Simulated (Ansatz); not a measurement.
ZnPbO3:
```
CELL_PARAMETERS angstrom
      2.71460     1.56727     4.78518
     -2.71460     1.56727     4.78518
      0.00000    -3.13455     4.78518
ATOMIC_POSITIONS crystal
  Zn 0.50069 0.50069 0.50069
  Zn 0.00069 0.00069 0.00069
  Pb 0.21868 0.21868 0.21868
  Pb 0.71868 0.71868 0.71868
  O  0.80332 0.12630 0.40172
  O  0.40172 0.80332 0.12630
  O  0.12630 0.40172 0.80332
  O  0.90172 0.62630 0.30332
  O  0.62630 0.30332 0.90172
  O  0.30332 0.90172 0.62630
```

This is the r²SCAN-relaxed structure. x, y and z are the axes in which the lattice vectors are written.

Q: All from r²SCAN in the plane-wave PAW code Ansatz, unless another level is named. Predict the Debye temperature from the elastic constants.

A: 373 K.

Q: Next, the elastic constants (relaxed ions, GPa)?

A: C11 = 259, C12 = 135, C13 = 98.0, C14 = 3.9, C33 = 192, C44 = 51.3.

Space group R3c. The workflow started from a Materials Project entry (that database holds measured and hypothetical structures alike); the Crystallography Open Database copy checked does not list it. With Zn and Pb taken as one species the cell has the higher symmetry R-3c, so it may be an ordered model of a mixed-site phase. Whether it is the stable phase at ambient conditions was not checked. The cell was relaxed with r²SCAN under the symmetry of its start; of distortions, only those at the zone centre were tested. Spin–orbit coupling is left out wherever it is not named.

Potentials: the later of the program's two PAW sets.
